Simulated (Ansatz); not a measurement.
**AgI, first-principles data**

AgI:
```yaml
crystal:
  lattice:
    - [4.42024, 0.00000, 0.00000]
    - [-2.21012, 3.82804, 0.00000]
    - [0.00000, 0.00000, 6.40623]
  atoms:
    - { symbol: Ag, position: [0.00000, 0.00000, 0.00000] }
    - { symbol: Ag, position: [0.00000, 0.00000, 0.50000] }
    - { symbol: I, position: [0.33333, 0.66667, 0.25000] }
    - { symbol: I, position: [0.66667, 0.33333, 0.75000] }
```

Space group P6_3/mmc (No. 194), NiAs type; conventional cell a = 4.420 Å, b = 4.420 Å, c = 6.406 Å, α = 90.00°, β = 90.00°, γ = 120.00°.

Method: DFT-PBEsol in the program Ansatz with PAW potentials. Structure relaxed to zero pressure with the same functional. Other levels are named where they apply.

Cell and energy:

* **Volume per atom**: 27.10 Å³
* **Density**: 7.19 g/cm³
* **Formation energy from the elements (no fitted shifts)**: -0.14 eV/atom

Electronic structure:

Band gap: 0.66 eV (indirect)
Valence-band maximum: at M
Conduction-band minimum: at Γ
Smallest direct gap on the standard path: 0.83 eV
Electron effective mass: 0.14 mₑ (isotropic)
Electron effective mass with spin–orbit coupling: 0.13 mₑ (isotropic)
Hole effective mass: 0.18, 0.43, 3.2 mₑ (principal values)
Hole effective mass with spin–orbit coupling: 0.43, 0.43, 1.8 mₑ (principal values)
HSE06 gap on the PBEsol cell: 1.94 eV
Gap with spin–orbit coupling: 0.64 eV

Mechanics:

* **Bulk modulus (Birch–Murnaghan fit)**: 47.2 GPa
* **Pressure derivative B′**: 5.5
* **Elastic constants (relaxed ions, GPa)**: C11 = 57.0, C12 = 45.6, C13 = 43.0, C33 = 51.3, C44 = 6.0
* **Mechanical stability**: stable (all eigenvalues of C positive)
* **Hill bulk and shear moduli**: 47.4 and 5.8 GPa
* **Young's modulus**: 16.7 GPa
* **Poisson's ratio**: 0.44
* **Debye temperature from the elastic constants**: 101 K

Dielectric response:

Electronic dielectric constant ε∞ (DFPT): 8.36 (xx = yy), 8.27 (zz)
Static dielectric constant ε0 (ions relaxed, cell fixed): 17.6 (xx = yy), 63.4 (zz)
Born charges (a third of the trace): Ag +1.67, I -1.67 e

Phonons:

- Highest zone-centre frequency (without LO–TO term) = 110 cm⁻¹
- Zone-centre stability = no imaginary mode at Γ

The start of the workflow was typed in or built on a structure type; neither database checked (COD, Materials Project) lists it. It is not the phase usual at ambient conditions (space group No. 186, 216). The PBEsol relaxation kept the symmetry of its start. The run is not spin-polarised. The references are the lowest solids computed at this level, not always the standard phases. Spin–orbit coupling is left out wherever it is not named.

Potentials: the later of the program's two PAW sets.
